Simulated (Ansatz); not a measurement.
Input file for Ansatz (a program for electronic structure):

Ansatz 0.2 input:
```yaml
crystal:
  lattice:
    - [-4.3990730672, 4.3990730672, 4.3990730672]
    - [4.3990730672, -4.3990730672, 4.3990730672]
    - [4.3990730672, 4.3990730672, -4.3990730672]
  atoms:
    - { symbol: Si, position: [0.5, 0.75, 0.25] }
    - { symbol: Si, position: [0.25, 0.5, 0.75] }
    - { symbol: Si, position: [0.5, 0.25, 0.75] }
    - { symbol: Si, position: [0.75, 0.5, 0.25] }
    - { symbol: Si, position: [0.75, 0.25, 0.5] }
    - { symbol: Si, position: [0.25, 0.75, 0.5] }
    - { symbol: O, position: [0.6871834062, 0.3962155923, 0.0] }
    - { symbol: O, position: [0.6037844077, 0.6037844077, 0.2909678139] }
    - { symbol: O, position: [0.3962155923, 0.6871834062, 0.0] }
    - { symbol: O, position: [0.3128165938, 0.3128165938, 0.7090321861] }
    - { symbol: O, position: [0.0, 0.6871834062, 0.3962155923] }
    - { symbol: O, position: [0.2909678139, 0.6037844077, 0.6037844077] }
    - { symbol: O, position: [0.0, 0.3962155923, 0.6871834062] }
    - { symbol: O, position: [0.7090321861, 0.3128165938, 0.3128165938] }
    - { symbol: O, position: [0.3962155923, 0.0, 0.6871834062] }
    - { symbol: O, position: [0.6037844077, 0.2909678139, 0.6037844077] }
    - { symbol: O, position: [0.6871834062, 0.0, 0.3962155923] }
    - { symbol: O, position: [0.3128165938, 0.7090321861, 0.3128165938] }
kpoints:
  mp_grid: { grid: [5, 5, 5] }
hamiltonian:
  xc: pbesol
  pseudopotentials: { azcp: { folder: ./paw }, kind: paw }
scf:
  occupations: { method: fixed }
elastic: { mode: relaxed_ion, stencil: two_point, amplitude: 0.005, f_tol: 0.0005 }
output: { polarization: {} }
```

Output (shortened):

```
Pseudopotentials: kind: paw
Pseudopotential: Si, paw, valence charge 4
Pseudopotential: O, paw, valence charge 6
Functional definition: PBEsol
Crystal: 18 atoms, lattice volume = 340.521 Å³
Basis set: ecut = 420 eV, 6699 PW (Γ), exchange–correlation on 108×108×108 points (8 copies of the dense FFT grid, shifted against one another)
Bands: 66, of which v1, the nominal top of the filled ones, is band 48 counted from 1 (47 counted from 0)
Symmetry: 24 space group operations
Space group: I-43m (ITA 217), of the structure as read, at distance tolerance 7.0e-5 Å
k-points: 10 of 125 (time reversal used)
PAW frozen core: Si, regenerated for the run's functional, and the local potential with it
PAW frozen core: O, regenerated for the run's functional, and the local potential with it
Initial density: superposition of atomic densities (chi_scale 0.1, normalization cell, long waves kept (reshape's long-wave potential 0.03 eV rms))
Initial wavefunctions: pseudopotential atomic-orbital guess
Eigensolver: davidson
Functional: x = pbesol(κ = 0.804, μ = 0.12345679012345678), c = pbesol(β = 0.046)
all-band conjugate gradients solve this SCF's bands
SCF 1 converged in 13 iterations: F = -10479.707792 eV  dr2 = 1.16e-14
relax step   1: F+E_penalty+E_count = -10479.70779190 eV  Δ(F+E_penalty+E_count) = +0.000e0 eV  max|allowed force component| = 9.425e-4 eV/Å  Δτ_max = 0.0000 Å  (13 SCF iters, accepted)
Crystal: 18 atoms, lattice volume = 340.521 Å³
Initial density: handed on by an earlier stage of this run
Initial wavefunctions: pseudopotential atomic-orbital guess (no wavefunctions were taken with the density)
SCF 2 converged in 8 iterations: F = -10479.707792 eV  dr2 = 1.68e-14
relax step   2: F+E_penalty+E_count = -10479.70779224 eV  Δ(F+E_penalty+E_count) = -3.479e-7 eV  max|allowed force component| = 7.837e-4 eV/Å  Δτ_max = 0.0000 Å  (8 SCF iters, accepted)
density extrapolation: transplant  |δρ|_rms = 5.230e-2 e/Å³  SAD shift = 2.397e-4 e/Å³
Crystal: 18 atoms, lattice volume = 340.521 Å³
Initial wavefunctions: those handed on with the density
SCF 3 converged in 7 iterations: F = -10479.707793 eV  dr2 = 7.44e-15
relax step   3: F+E_penalty+E_count = -10479.70779313 eV  Δ(F+E_penalty+E_count) = -8.823e-7 eV  max|allowed force component| = 7.785e-5 eV/Å  Δτ_max = 0.0002 Å  (7 SCF iters, accepted)
Crystal: 18 atoms, lattice volume = 340.521 Å³
SCF 4 converged in 10 iterations: F = -10479.707793 eV  dr2 = 3.49e-16
Crystal: 18 atoms, lattice volume = 338.818 Å³
Basis set: ecut = 420 eV, 6619 PW (Γ), exchange–correlation on 108×108×108 points (8 copies of the dense FFT grid, shifted against one another)
[...]
Fermi energy:    -1.025889 eV
--- Per-component energies (eV) ---
  E_band       = -744.858502
  E_kinetic    = 2323.370149
  E_local      = -9397.851489  (includes V_loc(G=0)·N_el)
  E_nonlocal   = 765.430511
  E_hartree    = 3746.824420
  E_xc         = -1189.106384
  E_vxc        = -1382.088830  (∫ρ·V_xc dr)
  E_paw        = -4884.478199  (= ΣΔE_a)
  E_vpaw       = -547.377748  (= ΣTr[D̂ρ^β])
  E_aug_tail   = 0.010067  (compensation charges beyond the density's cutoff)
  E_ewald      = -1844.519687
  E_core_change = 0.612819  (= ΣΔE_core)
  E_smearing   =  0.000000  (= −TS)
  E_closure    =  0.000000  (closes the sum)
  Σ components = -10479.707793   (vs F -10479.707793, Δ=0.00e0)
--- Forces (eV/Å), atoms counted from 1 ---
  atom   1  Si     0.00000000     0.00000000     0.00000000
  atom   2  Si     0.00000000     0.00000000     0.00000000
  atom   3  Si     0.00000000     0.00000000     0.00000000
  atom   4  Si     0.00000000     0.00000000     0.00000000
  atom   5  Si     0.00000000     0.00000000     0.00000000
  atom   6  Si     0.00000000     0.00000000     0.00000000
  atom   7  O      0.00001035    -0.00001035    -0.00007784
  atom   8  O     -0.00001035    -0.00001035     0.00007784
  atom   9  O     -0.00001035     0.00001035    -0.00007784
  atom  10  O      0.00001035     0.00001035     0.00007784
  atom  11  O     -0.00007784     0.00001035    -0.00001035
  atom  12  O      0.00007784    -0.00001035    -0.00001035
  atom  13  O     -0.00007784    -0.00001035     0.00001035
  atom  14  O      0.00007784     0.00001035     0.00001035
  atom  15  O     -0.00001035    -0.00007784     0.00001035
  atom  16  O     -0.00001035     0.00007784    -0.00001035
  atom  17  O      0.00001035    -0.00007784    -0.00001035
  atom  18  O      0.00001035     0.00007784     0.00001035
  max |Σ_I F_I| component: 1.31e-17 eV/Å
--- Stress (GPa, compression-positive) ---
       -0.006274       0.000000       0.000000
        0.000000      -0.006274       0.000000
        0.000000       0.000000      -0.006274
  P = ⅓ Tr σ = -0.0063 GPa (-0.063 kbar)
  The stress holds the Pulay correction. Without it, at fixed plane waves, as pw.x and ABINIT print it: P = -0.2754 GPa
  The stress includes an estimate of the error left by incomplete SCF convergence (largest component  0.0000 GPa; it does not cover the PAW one-centre terms).
--- Band table (eV; the first three rows and the last of 10) ---
  k-point 0: bands = ["-20.1644", "-19.2378", "-19.2378", "-19.2378", "-18.7931", "-18.7931", "-18.1058", "-18.1058", "-18.1058", "-18.0941", "-18.0941", "-18.0941", "-9.2320", "-9.2320", "-8.3485", "-8.3485", "-8.3485", "-6.3785", "-6.3785", "-6.3785", …
  k-point 1: bands = ["-20.1130", "-19.4118", "-19.2526", "-19.2399", "-18.7669", "-18.6567", "-18.1102", "-18.1092", "-18.1070", "-18.0983", "-18.0964", "-18.0913", "-9.4787", "-9.2737", "-8.3786", "-8.3136", "-7.9871", "-6.4621", "-6.4465", "-6.4188", …
  k-point 2: bands = ["-19.9752", "-19.6734", "-19.2740", "-19.2434", "-18.7255", "-18.5071", "-18.1268", "-18.1201", "-18.1107", "-18.0973", "-18.0943", "-18.0885", "-9.7327", "-9.3340", "-8.4253", "-8.2652", "-7.4534", "-6.6896", "-6.5017", "-6.4374", …
  k-point 9: bands = ["-19.8254", "-19.7290", "-19.2490", "-19.2490", "-19.1776", "-18.1695", "-18.1295", "-18.1024", "-18.1024", "-18.1018", "-18.0809", "-18.0809", "-10.3564", "-8.6092", "-8.5090", "-8.5090", "-6.9271", "-6.7071", "-6.3927", "-6.3927", …
  band table: 66 of 66 bands, residual norms ≤ 1.0e-3 eV
--- Elastic constants: 2 strain directions × 2 members + reference (group order 24) ---
  dense FFT box of the reference and of every strained cell: 54×54×54
  strains applied: 11, 23; error gains: componentwise 1.00 (the most a stress slope's error grows in a printed constant), spectral 1.73 (1 for all six strains …
  reference relaxed by the batch: 3 steps …
  largest displacement 1.8e-4 Å; the constants are those of the deck's cell at these positions:
  atoms:
    - { symbol: Si, position: [0.49999999999999994, 0.7499999999999999, 0.24999999999999997] }
    - { symbol: Si, position: [0.24999999999999997, 0.49999999999999994, 0.7499999999999999] }
    - { symbol: Si, position: [0.49999999999999994, 0.24999999999999997, 0.7499999999999999] }
    - { symbol: Si, position: [0.7499999999999999, 0.49999999999999994, 0.24999999999999997] }
    - { symbol: Si, position: [0.7499999999999999, 0.24999999999999997, 0.49999999999999994] }
    - { symbol: Si, position: [0.24999999999999997, 0.7499999999999999, 0.49999999999999994] }
    - { symbol: O, position: [0.6871879347480074, 0.39619404940352315, 0.0] }
    - { symbol: O, position: [0.6038059505964766, 0.6038059505964766, 0.29099388534448434] }
    - { symbol: O, position: [0.39619404940352315, 0.6871879347480074, 0.0] }
    - { symbol: O, position: [0.31281206525199234, 0.31281206525199234, 0.7090061146555156] }
    - { symbol: O, position: [0.0, 0.6871879347480074, 0.39619404940352315] }
    - { symbol: O, position: [0.29099388534448434, 0.6038059505964766, 0.6038059505964766] }
    - { symbol: O, position: [0.0, 0.39619404940352315, 0.6871879347480074] }
    - { symbol: O, position: [0.7090061146555156, 0.31281206525199234, 0.31281206525199234] }
    - { symbol: O, position: [0.39619404940352315, 0.0, 0.6871879347480074] }
    - { symbol: O, position: [0.6038059505964766, 0.29099388534448434, 0.6038059505964766] }
    - { symbol: O, position: [0.6871879347480074, 0.0, 0.39619404940352315] }
    - { symbol: O, position: [0.31281206525199234, 0.7090061146555156, 0.31281206525199234] }
  C = ∂σ_k/∂η_j (tension-positive GPa; Voigt order 11 22 33 23 13 12):
        56.446     -0.594     -0.594      0.000      0.000      0.000
        -0.594     56.446     -0.594      0.000      0.000      0.000
        -0.594     -0.594     56.446      0.000      0.000      0.000
         0.000      0.000      0.000     19.310      0.000      0.000
         0.000      0.000      0.000      0.000     19.310      0.000
         0.000      0.000      0.000      0.000      0.000     19.310
  reference stress σ⁰ (GPa):      0.006      0.006      0.006      0.000      0.000      0.000
  moduli (Voigt/Reuss/Hill, GPa): K = 18.42/18.42/18.42   G = 22.99/22.17/22.58   E = 48.10   ν = 0.065
  mechanically stable: yes (min eigenvalue of sym C = 19.31 GPa)
  e, the proper piezoelectric tensor (elastic.mode: relaxed_ion; C/m²; rows x y z; Voigt order 11 22 33 23 13 12):
       0.00000    0.00000    0.00000    0.10541    0.00000    0.00000
       0.00000    0.00000    0.00000    0.00000    0.10541    0.00000
       0.00000    0.00000    0.00000    0.00000    0.00000    0.10541
  ±, each entry's uncertainty from the finite density of the strings (C/m²), an estimate: the size of the correction for it that the entry includes:
       0.00000    0.00000    0.00000    0.00053    0.00000    0.00000
       0.00000    0.00000    0.00000    0.00000    0.00053    0.00000
       0.00000    0.00000    0.00000    0.00000    0.00000    0.00053
  strain η (Voigt 11):  stress-route row diagonal C_11 = 56.45 GPa, energy-path curvature d²(F+E_count+ΔE)/dδ²/Ω₀ = 56.39 GPa
         δ    σ_11 (GPa)             F (eV)   n_scf  n_hpsi   n_pw
    -5.000e-3      -0.2750      -10479.7063589       9   17515   6641   relax 6 steps, max|allowed force component| 4.68e-5 eV/Å
     5.000e-3       0.2895      -10479.7061063      10   17875   6710   relax 6 steps, max|allowed force component| 8.76e-5 eV/Å
  strain η (Voigt 23):  stress-route row diagonal C_44 = 19.31 GPa, energy-path curvature d²(F+E_count+ΔE)/dδ²/Ω₀ = 19.29 GPa
         δ    σ_23 (GPa)             F (eV)   n_scf  n_hpsi   n_pw
    -5.000e-3      -0.0966      -10479.7071852      10   27172   6666   relax 5 steps, max|allowed force component| 1.59e-4 eV/Å
     5.000e-3       0.0966      -10479.7071852       9   26159   6666   relax 5 steps, max|allowed force component| 1.59e-4 eV/Å
--- Formal polarisation (Berry phase): one branch of a lattice of values; only differences between neighbouring runs are physical ---
  axis  mesh            electronic          ionic      p = total  spread (rad)  least overlap  resolved gap  δp at fixed H ≤   (phases in cycles; p mod 2 …
  b1    5×5×5           0.00000000    42.00000000    42.00000000      0.000000         0.9836        5.9590           7.3e-6
  b2    5×5×5           0.00000000    42.00000000    42.00000000      0.000000         0.9836        5.9590           7.3e-6
  b3    5×5×5           0.00000000    42.00000000    42.00000000      0.000000         0.9836        5.9590           7.3e-6
  quantum along a1:   0.04475157 e/Å² =    71.699921 µC/cm²
  quantum along a2:   0.04475157 e/Å² =    71.699921 µC/cm²
  quantum along a3:   0.04475157 e/Å² =    71.699921 µC/cm²
  P = (  0.54258396,   0.54258396,   0.54258396) e/Å² = (  869.315337,   869.315337,   869.315337) µC/cm²  (mod the quanta)
```

Cost: around 14 core-minutes (rough) on shared cores.

The first step of the workflow began from a Materials Project structure, measured or hypothetical; the Crystallography Open Database copy checked does not list it. It is not the phase usual at ambient conditions (space group No. 92, 152, 154). Symmetry was held in the PBEsol relaxation; whether a distortion lowers the energy is not shown.

Potentials: the earlier of the program's two PAW sets.

Ansatz is a plane-wave DFT program.
